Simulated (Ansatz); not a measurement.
**Ansatz 0.2.0, relaxation: Nb₂BS₂**

Run with:

```bash
ansatz run input.yaml --threads 2 --pin off --max-ram 2560MiB --backend cpu --events-out ev --progress --plain --runs-dir out
```

Input:

```yaml
crystal:
  lattice:
    - [3.27279897, 0.0, 0.0]
    - [-1.63639898, 2.83432922, 0.0]
    - [0.0, 0.0, 8.55693167]
  atoms:
    - { symbol: Nb, position: [0.3333, 0.6667, 0.141] }
    - { symbol: Nb, position: [0.6667, 0.3333, 0.859] }
    - { symbol: S, position: [0.3333, 0.6667, 0.667] }
    - { symbol: S, position: [0.6667, 0.3333, 0.333] }
    - { symbol: B, position: [0.0, 0.0, 0.0] }
  symmetry: { tolerance: 0.0003 }
kpoints:
  mp_grid: { grid: [9, 9, 3], shift: [0, 0, 0] }
magnetization:
  spin_polarized: false
scf:
  occupations: { method: fermi_dirac }
  lower_state_search: "off"
hamiltonian:
  pseudopotentials: { kind: paw }
  xc: r2scan
basis:
  ecutwfc: 500
  fft_grid_basis: typed
relax:
  max_steps: 60
  f_tol: 0.03
output:
  forces: true
  stress: true
  eigenvalues: true
  bader: true
  populations: true
  elf: true
  write_potential: true
  volumetric_format: npy
  dos:
    e_range: [-12, 8]
    de: 0.05
    projected: { site_lists: { B: [B], Nb: [Nb], S: [S] } }
  write_density: true
checkpoint:
  read: saved_state
```

Origin of the cell: a known structure type with other elements, at an estimated volume, so it need not be a known compound.

The smearing width isn't typed, so it takes its default of 0.1 eV.

The saved state is a converged single point of the same cell.

Steps:

```json
{"step": "1", "ΔF (meV/atom)": "0.0", "max force component (eV/Å)": "2.172", "SCF iterations": "6", "step was": "accepted"}
{"step": "2", "ΔF (meV/atom)": "12.6", "max force component (eV/Å)": "1.876", "SCF iterations": "6", "step was": "rejected"}
{"step": "3", "ΔF (meV/atom)": "-26.1", "max force component (eV/Å)": "0.438", "SCF iterations": "7", "step was": "accepted"}
{"step": "4", "ΔF (meV/atom)": "-28.4", "max force component (eV/Å)": "0.065", "SCF iterations": "5", "step was": "accepted"}
{"step": "5", "ΔF (meV/atom)": "-28.5", "max force component (eV/Å)": "0.006", "SCF iterations": "6", "step was": "accepted"}
```

Step 1, with forces in eV/Å:

```xyz
5
Lattice="3.273 0.000 0.000 -1.636 2.834 0.000 0.000 0.000 8.557" Properties=species:S:1:pos:R:3:forces:R:3 pbc="T T T" step=1
Nb    0.000    1.890    1.207    0.000    0.000    2.172
Nb    1.636    0.945    7.350    0.000    0.000   -2.172
S     0.000    1.890    5.707    0.000    0.000    0.613
S     1.636    0.945    2.849    0.000    0.000   -0.613
B     0.000    0.000    0.000    0.000    0.000    0.000
```

Step 3, with forces in eV/Å:

```xyz
5
Lattice="3.273 0.000 0.000 -1.636 2.834 0.000 0.000 0.000 8.557" Properties=species:S:1:pos:R:3:forces:R:3 pbc="T T T" step=3
Nb    0.000    1.890    1.274    0.000    0.000   -0.275
Nb    1.636    0.945    7.283    0.000    0.000    0.275
S     0.000    1.890    5.723    0.000    0.000   -0.438
S     1.636    0.945    2.833    0.000    0.000    0.438
B     0.000    0.000    0.000    0.000    0.000    0.000
```

Step 4, with forces in eV/Å:

```xyz
5
Lattice="3.273 0.000 0.000 -1.636 2.834 0.000 0.000 0.000 8.557" Properties=species:S:1:pos:R:3:forces:R:3 pbc="T T T" step=4
Nb    0.000    1.890    1.281    0.000    0.000   -0.023
Nb    1.636    0.945    7.276    0.000    0.000    0.023
S     0.000    1.890    5.687    0.000    0.000    0.065
S     1.636    0.945    2.870    0.000    0.000   -0.065
B     0.000    0.000    0.000    0.000    0.000    0.000
```

Step 5, with forces in eV/Å:

```xyz
5
Lattice="3.273 0.000 0.000 -1.636 2.834 0.000 0.000 0.000 8.557" Properties=species:S:1:pos:R:3:forces:R:3 pbc="T T T" step=5
Nb    0.000    1.890    1.277    0.000    0.000   -0.003
Nb    1.636    0.945    7.280    0.000    0.000    0.003
S     0.000    1.890    5.694    0.000    0.000   -0.006
S     1.636    0.945    2.863    0.000    0.000    0.006
B     0.000    0.000    0.000    0.000    0.000    0.000
```

| Property | Result |
| --- | --- |
| Free energy lowered by | 28.5 meV/atom |
| Final pressure | 5.99 GPa |
| Relaxation steps listed | 5 |

Caveats: no moments, though an odd count or open d shells may carry them; the SCF threshold is looser than advised for a stress; the relaxation held the start's symmetry, so the end may be a saddle point.

It ran for 56 s on 2 threads of Arm Neoverse V1, with other jobs on the host, peak memory 0.59 GiB, from a saved density.
